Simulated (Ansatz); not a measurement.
Bi2Te3 (Bi2Te3 type, space group R-3m)

```cif
data_Bi6Te9
_chemical_formula_sum 'Bi6 Te9'
_space_group_name_H-M_alt 'R-3m :H'
_space_group_IT_number 166
_space_group_name_Hall '-R 3 2"'
_cell_length_a 4.38747
_cell_length_b 4.38747
_cell_length_c 30.28962
_cell_angle_alpha 90.000
_cell_angle_beta 90.000
_cell_angle_gamma 120.000
loop_
_atom_site_label
_atom_site_type_symbol
_atom_site_symmetry_multiplicity
_atom_site_Wyckoff_symbol
_atom_site_fract_x
_atom_site_fract_y
_atom_site_fract_z
_atom_site_occupancy
Bi1 Bi 6 c 0.00000 0.00000 0.40015 1
Te1 Te 3 a 0.00000 0.00000 0.00000 1
Te2 Te 6 c 0.00000 0.00000 0.20936 1
```
(The calculation used a cell of 5 atoms; values per cell refer to that cell.)

Grid over V/V₀ and (c/a)/(c/a)₀, subscript 0 meaning the relaxed cell; the conventional c axis lies along z; no internal relaxation.

Computed with PBE-D3(BJ) (plane waves to 420 eV, PAW, scalar-relativistic; Ansatz, an electronic-structure program). k mesh 9×9×9 (Γ-centred), Fermi-Dirac smearing 0.05 eV. The energy includes the smearing's −TS. As the atoms are clamped, bonds stretch with the cell, which overstates energies and stresses. Bi2Te3 was relaxed with its symmetry unable to fall. Spin-orbit coupling is left out, though Bi and Te are heavy. The PAW data are Ansatz's earlier set.

Changes of ΔE (kJ/mol of atoms) from the point V/V₀ = 1.000, (c/a)/(c/a)₀ = 1.000 when one coordinate moves alone (two changes are said to add if the coupling is within 5 % of the smaller one, nearly so within 20 %):

```
point                               change
----------------------------------  ------
V/V₀ = 1.000, (c/a)/(c/a)₀ = 0.920   1.360
V/V₀ = 1.000, (c/a)/(c/a)₀ = 0.960   0.342
V/V₀ = 0.920, (c/a)/(c/a)₀ = 1.000   3.985
V/V₀ = 0.960, (c/a)/(c/a)₀ = 1.000   0.922
V/V₀ = 1.040, (c/a)/(c/a)₀ = 1.000   0.792
V/V₀ = 1.080, (c/a)/(c/a)₀ = 1.000   2.955
V/V₀ = 1.000, (c/a)/(c/a)₀ = 1.040   0.343
V/V₀ = 1.000, (c/a)/(c/a)₀ = 1.080   1.370
```

Problem. Do the two effects add at V/V₀ = 0.960, (c/a)/(c/a)₀ = 1.040? Give the computed change.

Solution. The sum of the single changes is 0.922 + (0.343) = 1.265; the calculation gives 1.177, so the coupling contributes -0.088 (over 20 % of the smaller single change, not additive).

Problem. Do the two effects add at V/V₀ = 0.920, (c/a)/(c/a)₀ = 1.080? Give the computed change.

Solution. The sum of the single changes is 3.985 + (1.370) = 5.355; the calculation gives 4.915, so the coupling contributes -0.440 (over 20 % of the smaller single change, not additive).

Problem. What is the change at V/V₀ = 1.040, (c/a)/(c/a)₀ = 1.080, where both move, and how far is it from the sum?

Solution. The sum of the single changes is 0.792 + (1.370) = 2.162; the calculation gives 2.326, so the coupling contributes 0.164 (over 20 % of the smaller single change, not additive).

(A scan under strain: stresses follow from slopes of the energy per volume, elastic moduli from its curvatures.)
